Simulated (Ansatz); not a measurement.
# MoS2 with Mn replacing Mo, one structure, two calculations

Cell: a supercell of MoS2 (space group P6_3/mmc) built from an entry of the Crystallography Open Database (COD), with the ions relaxed around the defect (PBE).

Space group P-6m2 (No. 187); a = 6.3380, c = 12.3240 Å, γ = 120.00°.

```csv
site,Wyckoff,site symmetry,x,y,z
Mn,1a,-6m2,0.0000,0.0000,0.0000
Mo2,3j,mm2,0.9966,0.4983,0.0000
Mo5,3k,mm2,0.1669,0.8331,0.5000
Mo8,1f,-6m2,0.6667,0.3333,0.5000
S9,2g,3m.,0.0000,0.0000,0.3731
S10,6n,.m.,0.0005,0.5003,0.3726
S13,6n,.m.,0.1611,0.8389,0.8777
S16,2i,3m.,0.6667,0.3333,0.8728
```

One atom of each set is listed.

First run. All values are calculated (Ansatz; DFT, PBE, plane waves and PAW, scalar-relativistic, collinear spin, 420 eV cutoff, Γ-centred 4×4×2 k-points, Fermi–Dirac smearing 0.01 eV, cell charge -1), not measured. Start moments as typed (μB): 4 on each Mn, none on the rest.

```csv
site,V_zz (10²¹ V/m²),η,m (μB)
Mn,0.053,0.00,1.78
Mo2,-7.93,0.39,0.03
Mo5,-7.44,0.03,0.02
Mo8,-6.59,0.00,0.03
S9,-5.28,0.00,0.00
S10,-5.14,0.01,0.00
S13,-5.12,0.40,-0.02
S16,-4.89,0.00,-0.01
```

Second run. The same atoms and settings, except that the functional is r2SCAN and the cutoff is 500 eV.

Task: Given the first result, estimate the second.

Result: 

| site | V_zz | η | change of V_zz | m (μB) |
| --- | --- | --- | --- | --- |
| Mn | -0.13 | 0.00 | -0.19 | 2.48 |
| Mo2 | -8.17 | 0.47 | -0.24 | -0.06 |
| Mo5 | -7.61 | 0.03 | -0.17 | 0.01 |
| Mo8 | -7.03 | 0.00 | -0.44 | 0.03 |
| S9 | -5.42 | 0.00 | -0.14 | 0.00 |
| S10 | -5.24 | 0.01 | -0.10 | 0.00 |
| S13 | -4.90 | 0.30 | +0.22 | -0.05 |
| S16 | -4.95 | 0.00 | -0.06 | -0.01 |

The largest change of V_zz is on Mo8, from -6.59 to -7.03. In per cent, |V_zz| changes by +2 to +7 on Mo, -4 to +3 on S (all sites that start above 2). V_zz changes sign on Mn (same axis). The absolute magnetisation of the cell goes from 2.6 to 3.7 μB.

The defect repeats with the cell of 24 atoms, so it feels its images: sites between two images don't show the values beside a lone defect, and zeros or small values of η there can come from the images' arrangement. Mo and S carry a gradient in the pure host already, so the values there aren't the defect's effect alone. The relaxation keeps the site symmetry -6m2 of the start, so the impurity can't leave its site; a distortion that would localise the partly filled state isn't explored. A uniform background compensates the cell's charge. The defect cell has no gap above 0.1 eV on its mesh, so the values can hang on the smearing and the k-mesh. Without spin–orbit coupling (the program notes it for Mo) the gradients can shift somewhat, as the gap is small.
For the second run: The program didn't check the stability of this electronic state in full, so a lower one may lie near.
